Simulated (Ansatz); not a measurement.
CaZn₅:
```
CaZn5
1.0
    5.32456     0.00000     0.00000
   -2.66228     4.61120     0.00000
    0.00000     0.00000     4.16480
Ca Zn
1 5
Direct
  0.00000   0.00000   0.00000
  0.50000   0.00000   0.50000
  0.50000   0.50000   0.50000
  0.00000   0.50000   0.50000
  0.33333   0.66667   0.00000
  0.66667   0.33333   0.00000
```

Relaxed with r²SCAN. Special points in fractions of this cell's reciprocal vectors: Γ (0.000, 0.000, 0.000); M (0.500, 0.000, 0.000); K (0.333, 0.333, 0.000); A (0.000, 0.000, 0.500); L (0.500, 0.000, 0.500); H (0.333, 0.333, 0.500).

Question: List the band energies nearest the Fermi level at these points for r²SCAN in the plane-wave PAW code Ansatz.

Answer: In eV from the Fermi level; about four levels below and three above (degenerate sets whole), none deeper than 8.9 eV; points with the same levels are listed once.

```tsv
k	below	above
Γ	-2.35 -2.35 -1.27 -0.51 -0.51	0.37 3.64 4.03 4.03
M	-6.90 -3.25 -2.43 -0.19	1.69 1.89 1.96
K	-6.90 -6.87 -6.87 -4.90	0.58 0.58 0.60 0.60
A	-1.25 -1.25 -0.15 -0.15	0.46 0.99 0.99
L	-4.35 -1.23 -1.09 -0.74	1.34 3.05 4.12
H	-4.72 -4.72 -2.46 -2.02	2.08 2.08 2.76 2.76
```

Space group P6/mmm. The workflow started from a Materials Project entry (that database holds measured and hypothetical structures alike); the Crystallography Open Database copy checked does not list it. Whether it is the stable phase at ambient conditions was not checked. The cell was relaxed with r²SCAN under the symmetry of its start; whether a distortion lowers the energy is not shown.

Potentials: the later of the program's two PAW sets.
